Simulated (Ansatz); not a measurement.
BaTiO$_{3}$ (tetragonal-perovskite type, space group P4mm)

```
CELL_PARAMETERS angstrom
      3.95547     0.00000     0.00000
      0.00000     3.95547     0.00000
      0.00000     0.00000     4.04610
ATOMIC_POSITIONS crystal
  Ti 0.50000 0.50000 0.44711
  Ba 0.00000 0.00000 0.93192
  O  0.50000 0.50000 0.90181
  O  0.50000 0.00000 0.41258
  O  0.00000 0.50000 0.41258
```

The slice is a (0 -1 1) plane (indices of the conventional cell) through the point (0.500, 0.500, 0.902) (fractional), spanned by u = [100] and v = [011] in vectors of this cell: u (3.96 Å) and v (5.66 Å, at 90° to u). It covers one period; positions are fractions (u, v).

All values below come from PBEsol (plane waves to 420 eV, PAW, scalar-relativistic; Ansatz, a first-principles code). k mesh 8×8×8. Inside the PAW spheres the values are not all-electron values, and peaks at nuclei hang on which shells count as valence. BaTiO3 is run without spin polarisation. BaTiO3 was relaxed with its symmetry unable to fall. The PAW data are Ansatz's earlier set.

Problem. Sketch the density of the highest valence band (whole band, smooth part) on this plane as a map.

Solution. 
```
|..--++==::                          ::==++--|
|--====--..                          ..--====|
|----::....                          ....::--|
|......                                  ....|
|                                            |
|                                            |
|                                            |
|                                            |
|                                            |
|                                            |
|....                                      ..|
|::::::....                          ....::::|
|--====--..                          ..--====|
|--++##++--..                      ..--++##++|
|..++@@##==..                      ..==##@@++|
|  ==@@%%==::                      ::==%%@@==|
|::++%%##--..                      ..--##%%++|
|==++**==::..                      ..::==**++|
|------::..                          ..::----|
|........                              ......|
|                                            |
|                                            |
|                                            |
|                                            |
|                                            |
|                                            |
|                                            |
|......                                  ....|
|----::..                              ..::--|
|--====--..                          ..--====|
|..--++==::                          ::==++--|
|  ::++==::..                      ..::==++::|
```
Scale: ten equal steps from 0.000 (start of ' ') to 0.363 (end of '@'), in the order ' .:-=+*#%@'. Values: density of the highest valence band (whole band, smooth part) in e/Å³. The map has 22 points along u (two characters each, u = 0 at the left) and 32 along v (v = 0 in the bottom row).
